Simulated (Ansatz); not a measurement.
Ta (bcc (W type)), relaxed with LDA (Ansatz, a quantum-chemistry and plane-wave program, plane waves, PAW): a = b = c = 3.253 Å, α = β = γ = 90.00°.

- B₀ by P(V) fit (GPa) = 219

Q: The same phase is relaxed and computed with PBE in the same code. What are the cell and these values now?

A: a = b = c = 3.3190 Å, α = β = γ = 90.00°.

- B₀ by P(V) fit (GPa) = 196

All cells were relaxed under the symmetry of their starts (and spin orders); stability against distortions was not tested throughout. Rows with no word on spin ran without spin polarisation. Spin–orbit coupling is left out wherever it is not named.

Potentials: the earlier of the program's two PAW sets.

Ansatz is a plane-wave DFT program.
